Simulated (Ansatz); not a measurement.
## Ge2BSb: computed property card

Ge₂BSb:
```
CELL_PARAMETERS angstrom
      1.88179     1.08645     6.58512
     -1.88179     1.08645     6.58512
      0.00000    -2.17290     6.58512
ATOMIC_POSITIONS crystal
  B  0.00843 0.00843 0.00843
  Sb 0.89206 0.89206 0.89206
  Ge 0.48831 0.48831 0.48831
  Ge 0.36116 0.36116 0.36116
```

Space group R3m (No. 160); conventional cell a = 3.764 Å, b = 3.764 Å, c = 19.755 Å, α = 90.00°, β = 90.00°, γ = 120.00°.

Method: PBEsol in the plane-wave PAW code Ansatz. The cell and atoms are relaxed at this level. Other levels are named where they apply.

Cell and energy:

```yaml
volume_per_atom: 20.19 Å³
density: 5.71 g/cm³
Formation energy from the elements (no fitted shifts): 0.37 eV/atom
```

Electronic structure:

```yaml
electronic_character: metallic (no gap)
Density of states at the Fermi level: 0.15 states/eV per atom (mean over ±0.08 eV)
```

The start of the workflow was typed in or built on a structure type; neither database checked (COD, Materials Project) lists it. Whether it is the stable phase at ambient conditions was not checked. The PBEsol relaxation kept the symmetry of its start; its stability against distortions is not shown here. The volume moved by 17 % from the start of the relaxation. Its formation energy is positive at this level, so the cell may be metastable or incomplete. The references are the lowest solids computed at this level, not always the standard phases. Spin–orbit coupling is left out wherever it is not named.

Potentials: the earlier of the program's two PAW sets. The files were generated under PBE; for other functionals the program regenerates the frozen cores, and for LDA and PBEsol the local potential too.
